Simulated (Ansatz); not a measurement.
TiC (rock salt), conventional cell a = b = c = 4.328 Å, α = β = γ = 90.00°. The calculation uses the primitive cell of 2 atoms, to which meshes and values per cell refer.

Equation-of-state scan: isotropic scaling of the cell above, V₀ being its volume. Symmetry pins the atoms to their sites.

The numbers are results of r2SCAN (plane waves to 500 eV, PAW, scalar-relativistic; Ansatz, a quantum-chemistry and plane-wave program), not measurements. k mesh 18×18×18 (Γ-centred), Fermi-Dirac smearing 0.05 eV. The energy includes the smearing's −TS. TiC is run without spin polarisation. TiC was relaxed with its symmetry unable to fall. ΔE is measured from the relaxed starting cell. The last digit holds for this mesh only.

```json
[
 {"V (Å³/atom)": "9.525", "ΔE (meV/atom)": "33.1"},
 {"V (Å³/atom)": "9.626", "ΔE (meV/atom)": "22.6"},
 {"V (Å³/atom)": "9.727", "ΔE (meV/atom)": "14.2"},
 {"V (Å³/atom)": "9.828", "ΔE (meV/atom)": "7.9"},
 {"V (Å³/atom)": "9.930", "ΔE (meV/atom)": "3.4"},
 {"V (Å³/atom)": "10.031", "ΔE (meV/atom)": "0.8"},
 {"V (Å³/atom)": "10.132", "ΔE (meV/atom)": "0.0"},
 {"V (Å³/atom)": "10.234", "ΔE (meV/atom)": "0.8"},
 {"V (Å³/atom)": "10.335", "ΔE (meV/atom)": "3.2"},
 {"V (Å³/atom)": "10.436", "ΔE (meV/atom)": "7.1"},
 {"V (Å³/atom)": "10.538", "ΔE (meV/atom)": "12.4"},
 {"V (Å³/atom)": "10.639", "ΔE (meV/atom)": "19.1"},
 {"V (Å³/atom)": "10.740", "ΔE (meV/atom)": "27.1"}
]
```

Problem. What bulk modulus B₀ follows from a third-order Birch-Murnaghan fit?

Solution. 262 GPa.

Problem. What is the fitted pressure derivative B₀′?

Solution. 4.0.

(Under strain, the slope of the energy per volume gives the stress and its curvature an elastic modulus.)
